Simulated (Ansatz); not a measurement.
Space group Pm-3m (No. 221). a = 3.909 Å, b = 3.909 Å, c = 3.909 Å, α = 90.00°, β = 90.00°, γ = 90.00°
```tsv
atom	site	symmetry	x	y	z
Mn	1a	m-3m	0.0000	0.0000	0.0000
Pt	3c	4/mm.m	0.0000	0.5000	0.5000
```

Equation of state of this MnPt3 structure (not necessarily the ground state), with shape and atoms relaxed at each volume where symmetry leaves them free. It has no gap at any of these volumes. Theory: DFT r2SCAN, scalar-relativistic, plane waves, PAW in Ansatz 0.2.0.

Cutoff 500 eV; k points 12×12×12 on the computed 4-atom cell (Γ-centred); Gaussian smearing, width 0.10 eV; collinear spin.

```tsv
V (Å³/atom)	E − E(largest V) (meV/atom)	P (GPa)
14.039	8.76	16.46
14.487	-24.01	7.39
14.935	-33.87	-0.04
15.383	-24.85	-6.21
15.832	0.00	-11.32
```

Fit a third-order Birch–Murnaghan equation to E(V).

V0 = 14.93 Å³/atom, B0 = 226 GPa, B0' = 5.2.

The state reached may not be the lowest one. Spin-orbit coupling is left out, which matters for the bands of heavy elements. Only parallel moments were tried here.